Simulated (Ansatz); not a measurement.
Elastic constants of FePt (P4/mmm), step by step

```yaml
crystal:
  lattice:
    - [2.68829, 0.00000, 0.00000]
    - [0.00000, 2.68829, 0.00000]
    - [0.00000, 0.00000, 3.71489]
  atoms:
    - { symbol: Fe, position: [0.00000, 0.00000, 0.00000] }
    - { symbol: Pt, position: [0.50000, 0.50000, 0.50000] }
```

Starting moments along z (μB): Fe1 +2.9, Pt2 +0.4.

Conventional cell: a = 2.688 Å, b = 2.688 Å, c = 3.715 Å, α = 90.00°, β = 90.00°, γ = 90.00°. Around Fe (atom 1) lie 8 Pt at 2.66 Å and 4 Fe at 2.69 Å. Around Pt (atom 2) lie 8 Fe at 2.66 Å and 4 Pt at 2.69 Å.

Unless marked otherwise, the numbers come from PBEsol, PAW on Ansatz 0.2.0's default frozen-core files (fitted under PBE), scalar-relativistic, spin-polarised. k mesh 18×18×14, Fermi-Dirac smearing of 0.100 eV, cutoff 420 eV. The cell was relaxed by PAW under this functional.

The converged moment is 3.21 μB for the cell that the program solved.

The cell is tetragonal and carries a residual pressure of 0.00 GPa at this level. Each strain component that symmetry leaves independent is applied at ±0.008 and ±0.016, the ions relax wherever a strain frees them, and the stress (tension positive, GPa) is read. Shears are engineering strains, γ = 2ε.

```csv
strain,size,σxx,σyy,σzz,σyz,σxz,σxy
xx,-0.016,-7.6210,-1.3864,-2.8618,0.0000,0.0000,0.0000
xx,-0.008,-3.6111,-0.6740,-1.4339,0.0000,0.0000,0.0000
xx,+0.008,3.2944,0.6841,1.3144,0.0000,0.0000,0.0000
xx,+0.016,6.2652,1.3311,2.6358,0.0000,0.0000,0.0000
zz,-0.016,-2.9182,-2.9182,-5.7784,0.0000,0.0000,0.0000
zz,-0.008,-1.4036,-1.4036,-2.8520,0.0000,0.0000,0.0000
zz,+0.008,1.3455,1.3455,2.6538,0.0000,0.0000,0.0000
zz,+0.016,2.5905,2.5905,5.2362,0.0000,0.0000,0.0000
yz,-0.016,-0.0421,-0.0365,-0.1484,-2.0736,0.0000,0.0000
yz,-0.008,0.0015,0.0028,-0.0687,-1.0369,0.0000,0.0000
yz,+0.008,0.0015,0.0028,-0.0687,1.0369,0.0000,0.0000
yz,+0.016,-0.0421,-0.0365,-0.1484,2.0736,0.0000,0.0000
xy,-0.016,-0.0029,-0.0029,-0.1111,0.0000,0.0000,-0.9910
xy,-0.008,0.0111,0.0111,-0.0594,0.0000,0.0000,-0.4953
xy,+0.008,0.0111,0.0111,-0.0594,0.0000,0.0000,0.4953
xy,+0.016,-0.0029,-0.0029,-0.1111,0.0000,0.0000,0.9910
```

The slope is [8(σ(+δ) − σ(−δ)) − (σ(+2δ) − σ(−2δ))]/(12δ), and the program imposes the crystal's symmetry on the matrix.

(1) What are the independent elastic constants?

(2) Is the crystal stable against homogeneous strain?

(3) What moduli does a random aggregate of grains have?

(4) With the density of 15.520 g/cm³, how fast does sound travel, and what Debye temperature follows?

(5) What happens at 5 GPa (cell relaxed there)?

## Answers

(1) C11 = 430.8, C12 = 84.9, C13 = 171.7, C33 = 344.1, C44 = 129.6, C66 = 61.9 GPa.

(2) The least eigenvalue of the 6×6 matrix is 61.9 GPa, so yes.

(3) Voigt and Reuss bounds: B from 229.2 to 229.2 and G from 102.1 to 116.1 GPa; their means are B = 229.2 and G = 109.1 GPa. Then E = 9BG/(3B + G) = 282.4 GPa, ν = (3B − 2G)/(6B + 2G) = 0.295 and B/G = 2.10, on the ductile side of Pugh's 1.75 (a rule of thumb).

(4) 

```csv
direction,slow (m/s),middle (m/s),fast (m/s)
x,1997,2890,5269
y,1997,2890,5269
z,2890,2890,4708
```

The mean of v⁻³ over directions and branches gives v_m = 2931 m/s and θ_D = (ħ/k_B) v_m (6π²n)^(1/3) = 367 K, n being atoms per volume. Young's modulus spans 182 to 357 GPa over directions, and the universal anisotropy index is 0.68.

(5) The volume falls to 0.9795 of its value, and C11 = 476.2, C12 = 96.5, C13 = 190.4, C33 = 374.2, C44 = 141.8, C66 = 66.5 GPa (slopes of the stress), in this structure whether or not another phase takes over.

Caveats: frozen-core PAW files fitted under PBE, their cores solved anew for the functional of the run; a lower magnetic state may exist; responses of metals move with mesh and smearing; no spin-orbit coupling on heavy atoms.
